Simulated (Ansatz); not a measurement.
# Relaxation of Rh

The calculation used DFT r2SCAN, scalar-relativistic, plane waves, PAW in Ansatz. Settings: 500 eV cutoff, 24×24×6 k-mesh, Gaussian smearing of 0.10 eV, no spin polarisation.

What was changed: biaxial strain in the a-b plane, c and atoms relaxed: +2.0 %.

Command:

```bash
ansatz run input.yaml --threads 1 --pin off --max-ram 2560MiB --backend cpu --events-out ev --progress --plain --runs-dir out
```

Input:

```yaml
crystal:
  lattice:
    - [2.7426250236, 0.0, 0.0]
    - [-1.3713125118, 2.3751829435, 0.0]
    - [0.0, 0.0, 8.672071366]
  atoms:
    - { symbol: Rh, position: [0.0, 0.0, 0.0] }
    - { symbol: Rh, position: [0.3333333333, 0.6666666667, 0.25] }
    - { symbol: Rh, position: [0.0, 0.0, 0.5] }
    - { symbol: Rh, position: [0.6666666667, 0.3333333333, 0.75] }
basis:
  ecutwfc: 500
kpoints:
  mp_grid: { grid: [24, 24, 6] }
hamiltonian:
  xc: r2scan
scf:
  occupations: { method: gaussian, width: 0.1 }
output:
  forces: true
  stress: true
  eigenvalues: true
  write_density: true
  write_potential: true
  elf: true
  volumetric_format: npy
relax:
  adjacent_minimum: "off"
  f_tol: 0.008
  max_steps: 40
  cell: { stress_tol: 0.015, fix: [a, b, gamma] }
```

F is the free energy. Steps run on the plane waves of an earlier cell, but the last one, and at times one on the way, on a freshly chosen basis, so a repeated geometry can differ a little in energy. The held parts of the cell keep their stress, so P needn't end at zero.

Steps:

```tsv
step	F − F(1) (eV)	largest force component (eV/Å)	V (Å³/atom)	P (GPa)
1	0.0000	0.000	14.123	-6.85
2	-0.0001	0.000	14.103	-6.47
3	-0.0001	0.000	14.111	-6.62
4	-0.0001	0.000	14.111	-6.62
```

Relaxed structure:

```xyz
4
Lattice="2.7426 0.0000 0.0000 -1.3713 2.3752 0.0000 0.0000 0.0000 8.6645" Properties=species:S:1:pos:R:3 pbc="T T T"
Rh    0.0000    0.0000    0.0000
Rh    0.0000    1.5835    2.1661
Rh    0.0000    0.0000    4.3322
Rh    1.3713    0.7917    6.4983
```

The structure is hexagonal, space group P6_3/mmc (No. 194). The conventional cell has a = 2.743 Å, b = 2.743 Å, c = 8.664 Å, α = 90.00°, β = 90.00°, γ = 120.00°. Rh (site symmetry -3m) has 12 Rh at 2.68 to 2.74 Å as nearest neighbours. Around Rh (site symmetry -6m2) lie 12 Rh at 2.68 to 2.74 Å.

The run converged. It took 3.8 min on 1 thread of Intel(R) Xeon(R) Platinum 8259CL CPU @ 2.50GHz (Skylake/Cascade Lake), with other jobs on the host, peak memory 0.93 GiB.